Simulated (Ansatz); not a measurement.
Relaxed LiH (rock salt):

```xyz
4
Lattice="0.0000 4.0054 4.0054 2.0027 0.0000 2.0027 2.0027 2.0027 0.0000" Properties=species:S:1:pos:R:3 pbc="T T T"
H      0.0000     0.0000     0.0000
H      2.0027     2.0027     4.0054
Li     2.0027     2.0027     2.0027
Li     2.0027     4.0054     4.0054
```

A phonon eigenvector at L = (0.5, 0.0, 0.0) is frozen into this cell: atom i moves by Q times the vector below, so Q is the largest atomic displacement, in Å. The cell is held. It is one choice among 2 degenerate patterns. (q is in reciprocal vectors of the primitive cell; the cell shown is doubled to hold the pattern.)

```tsv
atom	x	y	z
Li3	-0.285	0.520	-0.805
Li4	0.285	-0.520	0.805
```

Atoms not listed stay in place.

All values below come from r2SCAN (plane waves to 500 eV, PAW, scalar-relativistic; Ansatz, a program for electronic structure). k mesh 7×14×14 (Γ-centred), Fermi-Dirac smearing 0.05 eV. Energies are smeared free energies. LiH was relaxed with its symmetry unable to fall. The zero of ΔE is the undisplaced structure.

| Q (Å) | ΔE (meV/cell) |
|---|---|
| -0.1000 | withheld |
| -0.0833 | 13.5 |
| -0.0667 | 8.6 |
| -0.0500 | 4.9 |
| -0.0333 | 2.2 |
| -0.0167 | 0.5 |
| 0.0000 | 0.0 |
| 0.0167 | 0.5 |
| 0.0333 | 2.2 |
| 0.0500 | 4.9 |
| 0.0667 | 8.6 |
| 0.0833 | 13.5 |
| 0.1000 | withheld |

Question: Fit an even polynomial form (powers 2, 4) to the given rows and predict ΔE at Q = 0.1000.

Answer: Least squares on the 11 given rows: ΔE = (1947)·Q² + (-601.0)·Q⁴, in meV/cell with Q in Å; root-mean-square residual 0.04 meV/cell. At 0.1000 the fit gives 19.4 meV/cell; the calculation gives 19.4 meV/cell, the same to the digits shown. The quadratic term alone would give 19.5 meV/cell.

(A displaced cell: forces are minus the slopes of the energy, force constants its curvatures, and phonons follow from these.)
